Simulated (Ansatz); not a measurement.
Starting cell, CdSe (zinc blende):

```xyz
2
Lattice="0.0000 3.0409 3.0409 3.0409 0.0000 3.0409 3.0409 3.0409 0.0000" Properties=species:S:1:pos:R:3 pbc="T T T"
Se     4.5614     4.5614     4.5614
Cd     0.0000     0.0000     0.0000
```

Scan: atom 2 (Cd, nearest neighbour Se at 2.634 Å; its periodic images, 4.3 Å or more away, move with it) is displaced towards the nearest neighbour, direction (-0.577, -0.577, -0.577) in Cartesian axes, by s. The other atoms stay.

Computed with PBEsol (plane waves to 420 eV, PAW, scalar-relativistic; Ansatz, a first-principles code). k mesh 8×8×8 (Γ-centred), Fermi-Dirac smearing 0.05 eV. The energy includes the smearing's −TS. Stress and pressure are positive under compression. F∥ is the force on the atom along that direction. CdSe was relaxed with its symmetry unable to fall. The zero of ΔE is the undisplaced structure.

```tsv
s (Å)	ΔE (meV/cell)	F∥ (eV/Å)	P (GPa)
-0.530	318	0.735	2.5
-0.424	237	0.783	1.9
-0.318	154	0.758	1.3
-0.212	79	0.640	0.7
-0.106	23	0.401	0.2
0.000	0	0.000	0.0
0.106	31	-0.629	0.3
0.212	145	-1.578	1.2
0.318	382	-2.986	3.1
0.424	801	-5.055	6.2
0.530	1487	-8.094	11.2
```

What the scan shows:

The energy at s = 0.530 Å comes out as 1487 meV/cell and the force along the line at s = -0.530 Å is 0.735 eV/Å. The force constant k = d²E/ds² at s = 0 (finite differences) comes out as 4.73 eV/Å² and the zone-centre optical wavenumber from k (transverse: no LO-TO term) is 167 cm⁻¹. Symmetry of the curve: not even: the positive side lies higher at ±0.530 Å. Shape of the curve: a single well with its minimum at or next to zero displacement. Harmonic estimate at the end of the scan: ½ks² = 665 meV/cell against the computed 1487 meV/cell, so the well is stiffer than harmonic there.

(For displaced atoms, the force is minus the slope of the energy, and its curvature is a force constant, which sets phonon frequencies.)
